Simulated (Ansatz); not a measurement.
## SiO₂ — ¹⁷O NMR of the central transition

Cell: an entry of the Crystallography Open Database (COD), ions relaxed with PBE at fixed cell.

Space group P4_2/mnm (No. 136); a = 4.1667, c = 2.6645 Å.

| site | Wyckoff | site symmetry | x | y | z |
| --- | --- | --- | --- | --- | --- |
| Si | 2a | m.mm | 0.0000 | 0.0000 | 0.0000 |
| O | 4f | m.2m | 0.3053 | 0.3053 | 0.0000 |

One atom of each set is listed.

Level of theory: DFT, r2SCAN, plane waves and PAW, scalar-relativistic, 500 eV cutoff, Γ-centred 7×7×11 k-points, Fermi–Dirac smearing 0.02 eV (Ansatz 0.2.0).

¹⁷O has I = 5/2 and Q = -25.58 mb (Pyykkö 2018); at 23.5 T its Larmor frequency is ν₀ = 135.7 MHz. Only the quadrupole interaction is simulated: positions count from each site's isotropic chemical shift, and J coupling is left out, as are shift anisotropy and dipolar coupling, which fast spinning averages.

Simulated pattern of one O site (fast magic-angle spinning, Gaussian broadening 0.3 kHz):

```csv
offset (kHz),height
-5.570,0
-5.433,1
-5.296,4
-5.158,6
-5.021,7
-4.884,7
-4.746,8
-4.609,8
-4.472,8
-4.334,8
-4.197,8
-4.060,9
-3.922,9
-3.785,11
-3.648,22
-3.510,41
-3.373,60
-3.235,78
-3.098,86
-2.961,76
-2.823,65
-2.686,59
-2.549,56
-2.411,54
-2.274,53
-2.137,53
-1.999,54
-1.862,55
-1.725,57
-1.587,60
-1.450,65
-1.313,75
-1.175,90
-1.038,100
-0.901,92
-0.763,75
-0.626,54
-0.489,26
-0.351,6
-0.214,1
```

(1) Which |C_Q| and η does the pattern imply?

Results:

(1) The pattern spans 4.80 kHz before broadening and its centre of gravity is at -2.14 kHz, which fixes P_Q; the places of the horns and steps fix η. That gives P_Q = 6.95 MHz, |C_Q| = 6.92 MHz and η = 0.17. The sign of C_Q can't be read from the pattern.

At O V_zz stands upright on the plane through its three neighbours (within 1°).
